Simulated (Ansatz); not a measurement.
With PBE in the plane-wave PAW code Ansatz, Mn$_{3}$GeN in the anti-perovskite structure (Pm-3m) relaxes to a = 3.764 Å. Ge has 12 nearest neighbours from 2.66 Å (cuboctahedral); N has 6 nearest neighbours from 1.88 Å (octahedral). Its formation energy from the elements is -0.19 eV/atom, with no fitted shifts.

Electronic character: metallic (no gap). The magnetic state found is ferromagnetic. The net moment is 0.48 μB per atom.

An equation-of-state fit gives a bulk modulus of 226 GPa.

The start of the workflow was typed in or built on a structure type; neither database checked (COD, Materials Project) lists it. Whether it is the stable phase at ambient conditions was not checked. The cell was relaxed with PBE under the symmetry of its start; whether a distortion lowers the energy is not shown. The final state is ferromagnetic, the only order run, not a proven ground state. No Hubbard U is applied. The references are the lowest solids computed at this level, not always the standard phases (solids in place of the gases). Spin–orbit coupling is left out wherever it is not named.

Potentials: the later of the program's two PAW sets.
